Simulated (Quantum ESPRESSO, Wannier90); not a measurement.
## Wannierisation of HgTe (P3₁21)

Structure: Materials Project mp-358, symmetrised, not relaxed again. Not found in the COD (Crystallography Open Database) copy used, which has the formula in other groups; not checked further. Method: PBEsol plane waves in Quantum ESPRESSO 7.5 (PseudoDojo norm-conserving files, 66 Ry, no spin polarisation, no spin-orbit coupling), Bloch states on a 4×4×4 mesh through Γ, Wannier90 4.0.1. Density: 12×12×4 mesh, cold smearing 0.01 Ry. The cell is built of weakly bound layers, chains or molecules. Database cells relaxed without dispersion often hold them too far apart, which can enlarge gaps and weakens couplings between them; spacing and stacking were not compared with the measured crystal. Spin-orbit coupling is left out although heavy elements are present.

```
begin unit_cell_cart
ang
    4.6554398676    0.0000000000    0.0000000000
   -2.3277199338    4.0317291911    0.0000000000
    0.0000000000    0.0000000000   10.4231900000
end unit_cell_cart
mp_grid = 4 4 4
```

Neighbour vectors b of the finite-difference formula (Å⁻¹), by shell:

| shell | b_x | b_y | b_z |
|---|---|---|---|
| 1 | 0.00000 | 0.00000 | 0.15070 |
| 1 | 0.00000 | 0.00000 | -0.15070 |
| 2 | 0.00000 | 0.38961 | 0.00000 |
| 2 | 0.33741 | 0.19480 | 0.00000 |
| 2 | 0.00000 | -0.38961 | 0.00000 |
| 2 | 0.33741 | -0.19480 | 0.00000 |
| 2 | -0.33741 | -0.19480 | 0.00000 |
| 2 | -0.33741 | 0.19480 | 0.00000 |

Q: Find the weights w_b from the completeness condition Σ_b w_b b_α b_β = δ_αβ.

A: Shell 1: Σ b_x² = 0.000, Σ b_y² = 0.000, Σ b_z² = 0.045 Å⁻²
Shell 2: Σ b_x² = 0.455, Σ b_y² = 0.455, Σ b_z² = 0.000 Å⁻²
Each of the three diagonal sums, weighted, has to give 1 and the off-diagonal ones 0, which holds for w_1 = 22.0 Å², w_2 = 2.20 Å². Check on xx: 22.02×0.000 + 2.20×0.455 = 1.00.

On this mesh the 12 functions of bands 28-30,46-54 (valence bands; start: SCDM (isolated), conv_tol = 1.0e-6) end with spreads 3.9313, 3.9312, 3.9313, 3.5004, 3.4986, 3.4991, 3.4982, 3.4988, 3.4970, 3.9313, 3.9312, 3.9312 Å², Ω_I = 41.8604 Å² and Ω_D = 0.0542 Å².

Ω_total is the sum of the spreads, 44.580 Å². Ω_OD = Ω_total − Ω_I − Ω_D = 2.665 Å². Only (Ω_D + Ω_OD)/Ω_total = 6.1 % depends on the gauge, and another start could lower the total by that share at most. The rms radius is √(Ω_total/12) = 1.93 Å.
